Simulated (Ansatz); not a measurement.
# Ru (sc type) under strong compression

```
Ru
1.0
     2.46432    0.00000    0.00000
     0.00000    2.46432    0.00000
     0.00000    0.00000    2.46432
Ru
1
Direct
  0.00000 0.00000 0.00000
```

The cell comes from a relaxation on PAW files under the same functional, begun from a prototype that needn't be the stable phase.

Its volume is scaled at fixed shape and fractional positions.

Computed with Ansatz 0.2.0; functional LDA, scalar-relativistic. Settings: a Γ-centred 17×17×17 k mesh, Fermi–Dirac smearing of 0.1 eV, no spin polarisation. Methods: LAPW: all electrons, basis error target 1 meV/atom; PAW: frozen-core files, cutoff 420 eV; crystal datasets: all electrons, by PAW datasets that the program makes for each cell; norm-conserving: pseudopotentials, cutoff 1197 eV.

Energies are extrapolated to zero smearing and count from the unscaled cell; pressure is positive in compression; gaps take the mesh and a band path. No temperature or zero-point motion is included.

The PAW files were made under PBE. The structure type is held throughout; the real material can change phase at far lower pressure.

```csv
V/V0,V (Å³/atom),P LAPW (GPa),ΔE LAPW (eV/atom),P PAW − LAPW (GPa),ΔE PAW − LAPW (meV/atom)
1.00,14.97,0.17,0.000,-0.13,0.0
0.95,14.22,?,0.033,-0.18,-0.7
0.85,12.72,62.3,0.371,-0.34,-3.1
0.75,11.22,146.1,1.302,-0.61,-7.5
0.65,9.73,301.1,3.311,-1.01,-15.0
0.55,8.23,604.2,7.372,-1.48,-26.7
0.45,6.73,?,15.642,-2.33,-43.3
0.40,5.99,1860,22.805,-6.60,-60.7
```

Q: Give the missing entry: row "0.95", column "P LAPW (GPa)".

A: 15.35.

Q: What belongs in the row "0.45", column "P LAPW (GPa)"?

A: 1254.

Q: Fit the Vinet equation to the LAPW pressures over the whole range, with residuals weighted by 1/(|P| + 0.03·Pmax).

A: V0 = 15.00 Å³/atom, B0 = 244 GPa and B0′ = 5.14, and the fit misses no point by more than 21 GPa. A fit over so wide a range pins B0 less well than one near rest.

Q: From the table, what is the rise of the enthalpy H = E + pV up to the last row, and how stiff is the crystal between the last two rows?

A: ΔH = 22.805 eV + (1860 GPa × 5.99 Å³ − 0.17 GPa × 14.97 Å³) × 0.006242 eV/(GPa·Å³) = 92.27 eV/atom, of which pV makes 75 %. The mean bulk modulus there is −ΔP/Δln V = 5140 GPa.

Q: At the smallest volume, how far do crystal datasets and norm-conserving lie from LAPW in pressure?

A: crystal datasets: 0.00 GPa; norm-conserving: +33.54 GPa, on a LAPW pressure of 1860 GPa.

Q: How do the Löwdin populations by LAPW change from the unscaled cell to the last row?

A: Ru 4s 1.95 → 1.84, Ru 5s 0.75 → 0.50, Ru 4p 5.99 → 5.90, Ru 4d 7.25 → 7.65 electrons an atom. These are projections on the shells that the free atoms fill; 0.06 e a cell lies outside them at the start and 0.13 e at the end.
